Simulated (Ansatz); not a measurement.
# Structure search: one SmAgTe₂ candidate

The calculation used Ansatz 0.2.0, DFT PBE, scalar-relativistic, plane waves, PAW, and for the lanthanide a 4f-in-core norm-conserving potential. Cutoff 690 eV, Gaussian smearing, Γ-centred meshes. Cell and atoms relax first on a coarse mesh and then on a finer one. In between, the cell is made exact in the group found at 0.06 Å. In metals the finer mesh still leaves noise of several meV/atom or more. The steps can't lower the symmetry of their start. No spin polarisation.

A trial structure of SmAgTe₂ was built thus: random cell by space group and Wyckoff sites (P6/mmm, No. 191). The dimensions are guesses.

Space group P6/mmm (No. 191). a = 4.111 Å, b = 4.111 Å, c = 8.223 Å, α = 90.00°, β = 90.00°, γ = 120.00°
| atom | site | symmetry | x | y | z |
| --- | --- | --- | --- | --- | --- |
| Sm | 1b | 6/mmm | 0.0000 | 0.0000 | 0.5000 |
| Ag | 1a | 6/mmm | 0.0000 | 0.0000 | 0.0000 |
| Te | 2e | 6mm | 0.0000 | 0.0000 | 0.7831 |

The zero of energy is the elements' standard structures at the same level; no fitted shifts are applied.

Question: Which structure results?

Answer: The symmetry stays P6/mmm (No. 191). The volume per atom grows by 10.9 %, from 30.1 to 33.4 Å³. The shortest distance goes from 1.78 Å (Ag–Te) to 2.64 Å (Ag–Te). The ratio c/a of the conventional cell changes by a factor of 1.52. The energy falls by about 6.2 eV/atom (the start's value is from the coarse mesh). Conventional cell: a = 3.700 Å, c = 11.257 Å. Sm is surrounded by 2 Te at 2.99 Å and 6 Sm at 3.70 Å; Ag is surrounded by 2 Te at 2.64 Å; around Te lie 1 Ag at 2.64 Å and 1 Sm at 2.99 Å.

```
Sm Ag Te
1.0
     3.69987    0.00000    0.00000
    -1.84993    3.20418    0.00000
     0.00000    0.00000   11.25724
Sm Ag Te
1 1 2
Direct
  0.00000 0.00000 0.50000
  0.00000 0.00000 0.00000
  0.00000 0.00000 0.76587
  0.00000 0.00000 0.23413
```

Question: How does it come out in energy, and is it a metal?

Answer:

| Item | Value |
| --- | --- |
| Formation energy | +0.10 eV/atom |
| Gap on the 12×12×4 mesh of the 4-atom cell | 0 eV (a metal) |

The separate elements lie lower, so it is unstable against them.

The last run used Gaussian smearing of 0.10 eV. Spin–orbit coupling, which can matter for Te, is left out. The reference form of Te is held partly by dispersion forces, which this level lacks. Symmetry constrained the relaxation, so the result can be a saddle point. In all, the 3 runs took 12 min on 1 thread of Intel(R) Xeon(R) Processor @ 2.50GHz (Skylake/Cascade Lake) (shared host). Another cell of SmAgTe2 relaxed alike, in R-3m, lies 0.94 eV/atom lower, so this cell isn't the stable form at this level.

The lanthanide is trivalent by construction, without f bands, f moments or other valences. The reference runs of the other elements, and any phases without the lanthanide, used 420 eV, which shifts energies against them by under 10 meV/atom. The lanthanide's reference is the lowest of its hcp, dhcp and fcc cells.
